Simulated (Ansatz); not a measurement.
Bi2Te3:
```
CELL_PARAMETERS angstrom
      4.35129     0.00000     0.00000
     -2.17565     3.76833     0.00000
      0.00000     0.00000    10.56082
ATOMIC_POSITIONS crystal
  Bi 0.33333 0.66667 0.19182
  Bi 0.66667 0.33333 0.80818
  Te 0.00000 0.00000 0.00000
  Te 0.33333 0.66667 0.64419
  Te 0.66667 0.33333 0.35581
```

Relaxed with PBEsol.

Problem. Decompose the optical modes at the zone centre into irreducible representations, and say which are infrared and Raman allowed.

Solution. Point group -3m: Γ_opt = 2A1g + 2A2u + 2Eg + 2Eu. Infrared: A2u, Eu. Raman: A1g, Eg.

Problem. Assign frequencies (DFPT, plane-wave PAW PBEsol (Ansatz code); without the LO–TO term).

Solution. Eg 40, A1g 61, Eu 77, Eu 100, Eg 104, A2u 111, A2u 136, A1g 143 cm⁻¹.

Space group P-3m1 (La2O3 or Ni2Al3 type). The cell is a constructed one: a structure type filled with these elements; neither database checked (COD, Materials Project) lists it. It is not the phase usual at ambient conditions (space group No. 166). The cell was relaxed with PBEsol under the symmetry of its start; of distortions, only those at the zone centre were tested. Scalar-relativistic: spin–orbit coupling is off unless named, which matters more the heavier the elements.

Potentials: the later of the program's two PAW sets.
